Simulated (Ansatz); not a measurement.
Structure relaxation, AlNi

The start is a relaxed AlNi cell, doubled along one cell vector, shaken by Gaussian noise of σ = 0.08 Å a coordinate. Cell shape, volume and atoms are optimised at zero target pressure with PBE (plane waves to 420 eV, PAW, scalar-relativistic; Ansatz, a program for electronic structure). The first steps use a coarse 12×9×4 k-mesh.

The start:
```
CELL_PARAMETERS angstrom
      2.73548     0.00000     0.00000
      0.00000     3.62101     0.00000
      0.00000     0.00000    10.18606
ATOMIC_POSITIONS crystal
  Al 0.95945 0.99849 0.34090
  Al 0.00607 0.02631 0.83571
  Al 0.49939 0.50195 0.16626
  Al 0.50641 0.52422 0.66267
  Ni 0.98242 0.98581 0.06365
  Ni 0.95065 0.99286 0.56968
  Ni 0.51032 0.51262 0.41538
  Ni 0.48586 0.49031 0.92201
```

Task: How large is the pressure on the unrelaxed cell, and of which sign?

Result: +2.9 GPa (positive: the cell is compressed).

Task: How much energy is released per atom?

Result: 0.05 eV/atom.

Task: Does it find its way back to the structure it was made from?

Result: It relaxes back to the parent, Pmmn (No. 59).

Task: How do the shortest distances between atoms change?

Result: The closest pairs of elements (up to four, under 3.6 Å), start → end: Al–Ni 2.28 → 2.47 Å; Ni–Ni 2.64 → 2.73 Å; Al–Al 2.74 → 2.74 Å.

Task: Is the relaxed structure metallic? Give its gap.

Result: No gap (metallic).

Final structure:

Space group Pmmn, origin choice 1 (No. 59); a = 2.736 Å, b = 3.621 Å, c = 5.093 Å, α = β = γ = 90.00°

| atom | site | symmetry | x | y | z |
|---|---|---|---|---|---|
| Al | 2b | mm2 | 0.5000 | 0.0000 | 0.1615 |
| Ni | 2b | mm2 | 0.0000 | 0.5000 | 0.3509 |

Final values are on a 17×13×9 k-mesh of the relaxed cell. No spin polarisation in the result. A magnetic state may lie lower.

The relaxed structure here is a generated cell of AlNi: the first start was made by placing the elements on the sites of a structure type, and the end was not matched to a known phase here, so it may be hypothetical. Known forms of AlNi include space group No. 221.
